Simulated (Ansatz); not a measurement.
## Ta: clamped-ion strain scan

Level of theory: Ansatz, DFT r2SCAN, scalar-relativistic, plane waves, PAW. Cutoff 350 eV, Γ-centred 10×10×10 k-points, Gaussian smearing of 0.15 eV. The mesh is coarse. Spin–orbit coupling is left out, which can shift energies with elements as heavy as these. The cutoff lies under the one recommended for these potentials. No spin polarisation. Energies are free energies at this smearing, counted from the undisturbed cell; pressure is positive in compression.

Reference structure (as given, not relaxed at this level; it stands at -2.3 GPa; this fcc form isn't the usual structure):

```
CELL_PARAMETERS angstrom
0.00000 2.11000 2.11000
2.11000 0.00000 2.11000
2.11000 2.11000 0.00000
ATOMIC_POSITIONS crystal
Ta 0.00000 0.00000 0.00000
```

The cell is strained by ε times the Voigt pattern (0, 0, 0, 0, 0, 1) (xx, yy, zz, yz, xz, xy; engineering shear) with fractional coordinates fixed. The cell is metallic on the mesh throughout.

```csv
ε,ΔE (meV/atom),"stress summed along the pattern (GPa, tension positive)",pressure (GPa)
-0.0200,1.7,-1.45,-2.3
-0.0100,0.5,-0.74,-2.3
0.0000,0.0,0.00,-2.3
0.0025,0.0,0.19,-2.3
0.0050,0.1,0.37,-2.3
0.0075,0.3,0.56,-2.3
0.0125,0.7,0.92,-2.3
0.0150,1.0,1.10,-2.3
0.0175,1.3,1.28,-2.3
```

By symmetry 0.0200 repeats -0.0200, -0.0150 repeats 0.0150, 0.0100 repeats -0.0100, -0.0050 repeats 0.0050 in energy, with the opposite slope along the path.

Cost: 9 runs of about 0.98 core-minutes in all, on AMD EPYC (Zen 3) (shared hosts).